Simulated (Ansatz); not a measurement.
Cu Kα1 powder pattern (kinematic, no thermal factors).
```
2θ (°)  relative intensity
 14.56                   2
 20.71                   3
 21.91                   1
 21.97                   6
 25.41                 100
 30.37                   2
 33.00                   3
 36.20                   1
 37.01                   5
 42.07                  49
 42.14                  26
 42.72                   3
 48.02                   2
 49.73                  14
 49.85                  31
 52.65                   1
 60.90                   3
 61.11                   8
 61.56                   2
 67.17                  11
 67.27                   6
 69.62                   2
 73.43                   1
 73.64                   1
 76.83                   7
 76.97                  16
 82.38                   2
 82.56                   3
 82.65                   7
 84.85                   1
 88.47                   2
```

The pattern is computed from a structure relaxed with Ansatz, DFT PBE, scalar-relativistic, plane waves, PAW. No spin polarisation. Its elements are Al, As, In.

**Question.** Give the structure.

**Answer.** AlIn₃As₄.
Space group P-4m2 (No. 115). a = 4.286 Å, b = 4.286 Å, c = 12.159 Å, α = 90.00°, β = 90.00°, γ = 90.00°
```json
{"atom": "Al", "site": "1c", "symmetry": "-4m2", "x": "0.5000", "y": "0.5000", "z": "0.5000"}
{"atom": "In", "site": "2e", "symmetry": "2mm.", "x": "0.0000", "y": "0.0000", "z": "0.7405"}
{"atom": "In", "site": "1b", "symmetry": "-4m2", "x": "0.5000", "y": "0.5000", "z": "0.0000"}
{"atom": "As", "site": "2g", "symmetry": "2mm.", "x": "0.5000", "y": "0.0000", "z": "0.1298"}
{"atom": "As", "site": "2g", "symmetry": "2mm.", "x": "0.0000", "y": "0.5000", "z": "0.3906"}
```

A pattern alone doesn't exclude other cells with like lines; this is the one computed.

It was reached by relaxing an invented guess, and it needn't be the stable form of this composition.
